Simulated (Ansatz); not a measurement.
LiSn:
Space group P2/m (No. 10); a = 5.107 Å, b = 3.171 Å, c = 7.697 Å, α = 90.00°, β = 105.61°, γ = 90.00°

| atom | site | symmetry | x | y | z |
|---|---|---|---|---|---|
| Li | 2n | m | 0.2660 | 0.5000 | 0.3284 |
| Sn | 2m | m | 0.2438 | 0.0000 | 0.6615 |
| Li | 1e | 2/m | 0.5000 | 0.5000 | 0.0000 |
| Sn | 1a | 2/m | 0.0000 | 0.0000 | 0.0000 |

Relaxed with PBEsol.

**Question.** Tabulate the valence density and the electron localisation function along the shortest Li–Sn contact (2.95 Å), plane-wave PAW PBEsol (Ansatz code).

**Answer.** 

```
distance from Li (Å)  density (e/Å³)   ELF
--------------------  --------------  ----
0.29                            4.67  0.99
0.44                            1.75  0.79
0.59                            0.38  0.18
0.74                            0.10  0.03
0.88                            0.08  0.03
1.03                            0.08  0.14
1.18                            0.10  0.36
1.33                            0.12  0.51
1.47                            0.16  0.55
1.62                            0.21  0.50
1.77                            0.30  0.41
1.92                            0.47  0.37
2.06                            0.84  0.34
2.21                            1.69  0.26
2.36                            3.48  0.13
2.50                            6.63  0.03
2.65                           10.90  0.00
```

The density is the valence pseudo-density with augmentation charge, so density and ELF within about 1 Å of a nucleus are not all-electron values.

The workflow started from an entry of the Crystallography Open Database (COD). Its standing as an ambient phase is unchecked. The cell was relaxed with PBEsol under the symmetry of its start; whether a distortion lowers the energy is not shown. Axis ratios of metals converge slowly with the k-mesh, so a and c are less sure than the volume. Scalar-relativistic: spin–orbit coupling is off unless named, which matters more the heavier the elements.

Potentials: the later of the program's two PAW sets.
